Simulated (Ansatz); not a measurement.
**How much do the gradients of SrCl2 with an Sr vacancy depend on the method?**

Cell: a supercell of SrCl2 (fluorite type, Fm-3m) built from an entry of the Crystallography Open Database (COD), with the ions relaxed around the defect (PBE).

Space group Fm-3m (No. 225); a = 13.9420 Å.

| site | Wyckoff | site symmetry | x | y | z |
| --- | --- | --- | --- | --- | --- |
| Sr1 | 24d | m.mm | 0.2500 | 0.2500 | 0.0000 |
| Sr7 | 4b | m-3m | 0.5000 | 0.5000 | 0.5000 |
| Cl8 | 32f | .3m | 0.1322 | 0.1322 | 0.1322 |
| Cl11 | 32f | .3m | 0.6223 | 0.3777 | 0.3777 |

One atom of each set is listed; the run and its k-mesh use a cell of 23 atoms with edges of 9.86, 9.86, 9.86 Å.

First run. Method: Kohn–Sham DFT in Ansatz, PBE, plane waves and PAW, scalar-relativistic, 420 eV cutoff, Γ-centred 3×3×3 k-points, Fermi–Dirac smearing 0.01 eV, cell charge -2.

| site | V_zz (10²¹ V/m²) | η |
| --- | --- | --- |
| Sr1 | 2.57 | 0.04 |
| Cl8 | -3.82 | 0.00 |
| Cl11 | -0.49 | 0.00 |

Second run. The same atoms and settings, except that the functional is r2SCAN and the cutoff is 500 eV.

Problem. Given the first result, estimate the second.

Solution. 

```csv
site,V_zz,η,change of V_zz
Sr1,2.62,0.07,+0.05
Cl8,-3.35,0.00,+0.47
Cl11,-0.59,0.00,-0.10
```

The largest change of V_zz is on Cl8, from -3.82 to -3.35. In per cent, |V_zz| changes by +2 on Sr, -12 on Cl (all sites that start above 0.5). Sites without a gradient aren't listed.

The defect repeats with the cell of 23 atoms, so it feels its images: sites between two images don't show the values beside a lone defect, and zeros or small values of η there can come from the images' arrangement. A uniform background compensates the cell's charge. Without spin–orbit coupling (the program notes it for Sr) the gradients are little affected as a rule: paired runs on crystals with a gap mostly move them by under 2 % at such atoms.
